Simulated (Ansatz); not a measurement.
A geometry of Bi away from equilibrium: the start of the relaxation of a randomly generated symmetric cell of Bi (space group No. 15). These are PBEsol (plane waves to 420 eV, PAW, scalar-relativistic; Ansatz, a quantum-chemistry and plane-wave program) values and carry that method's errors. Γ-centred k-mesh 7×7×11 on the run's cell (coarser than for final values), Fermi–Dirac smearing 0.05 eV.

```xyz
2
Lattice="2.9641 -3.7059 0.0000 2.9641 3.7059 0.0000 -0.0931 0.0000 3.0820" Properties=species:S:1:pos:R:3:forces:R:3 pbc="T T T" free_energy=-24483.494 pressure_GPa=41.1
Bi     2.8943     2.7978     2.3115    0.0000  -14.8413    0.0000
Bi     2.9408    -2.7978     0.7705    0.0000   14.8413    0.0000
```

Positions in Å, forces in eV/Å, free energy of the cell in eV (comparable only within this code, potentials and settings). Largest force: 14.84 eV/Å, on Bi1, Bi2 (atoms numbered as listed); the geometry lies 2.69 eV/atom above the end of its relaxation.

No spin polarisation in the result.

The run could not lose the symmetry of its start, so the end can be a saddle point.

The end of the path is a generated cell of Bi: the first start was made by a random draw of sites in a space group, and the end was not matched to a known phase here, so it may be hypothetical. Known forms of Bi include space group No. 166.
